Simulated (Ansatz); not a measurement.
Total density of states per atom from DFT-r²SCAN in the program Ansatz with PAW potentials, in 0.25 eV bins, energy from the Fermi level:

```
E (eV) | states/eV/atom
    -7.85 | ############# 0.59
    -7.60 | #################### 0.91
    -7.35 | ################### 0.88
    -7.10 | ########### 0.50
    -6.85 | ########## 0.47
    -6.60 | ########### 0.51
    -6.35 | ########## 0.47
    -6.10 | ######### 0.40
    -5.85 | ################# 0.76
    -5.60 | ############################## 1.36
    -5.35 | ################ 0.71
    -5.10 | ######## 0.38
    -4.85 | ################# 0.75
    -4.60 | #################### 0.89
    -4.35 | ############ 0.55
    -4.10 | ############## 0.66
    -3.85 | ############################# 1.32
    -3.60 | #################### 0.92
    -3.35 | ##################### 0.96
    -3.10 | ################# 0.77
    -2.85 | ############# 0.58
    -2.60 | ########### 0.50
    -2.35 | ########## 0.45
    -2.10 | ######### 0.40
    -1.85 | ########### 0.49
    -1.60 | ############# 0.59
    -1.35 | ######### 0.42
    -1.10 | ####### 0.31
    -0.85 | ####### 0.32
    -0.60 | ####### 0.32
    -0.35 | ####### 0.33
    -0.10 | ######## 0.38
     0.15 | ####### 0.31
     0.40 | ##### 0.22
     0.65 | ##### 0.24
     0.90 | ##### 0.23
     1.15 | ####### 0.30
     1.40 | ######## 0.38
     1.65 | ########### 0.50
     1.90 | ################## 0.83
     2.15 | ######### 0.41
     2.40 | ####### 0.32
     2.65 | ###### 0.28
     2.90 | ###### 0.26
     3.15 | ##### 0.24
     3.40 | ##### 0.22
     3.65 | #### 0.20
     3.90 | #### 0.18
     4.15 | #### 0.17
     4.40 | #### 0.17
     4.65 | ###### 0.28
```

**Question.** Pick the material that matches.
A. ZrGe, P-6m2 (Zr on 1a, Ge on 1f)
B. B, diamond
C. BIr, P-6m2 (B on 1b, Ir on 1e)
D. GeRh, P-6m2 (Rh on 1a, Ge on 1f)

**Answer.** C, BIr, P-6m2 (B on 1b, Ir on 1e). Within 0.5 eV of the Fermi level: Ir 5d 73 %, B 2p 17 %, Ir 6s 7 %. Projections are on Löwdin-orthogonalised atomic valence shells; empty p or d shells of many metals are not among them.

The first step of the workflow began from a Materials Project structure, measured or hypothetical; the Crystallography Open Database copy checked does not list it. Its standing as an ambient phase is unchecked. The cell was relaxed with r²SCAN under the symmetry of its start; whether a distortion lowers the energy is not shown. The run is not spin-polarised. Scalar-relativistic: spin–orbit coupling is off unless named, which matters more the heavier the elements.

Potentials: the later of the program's two PAW sets.
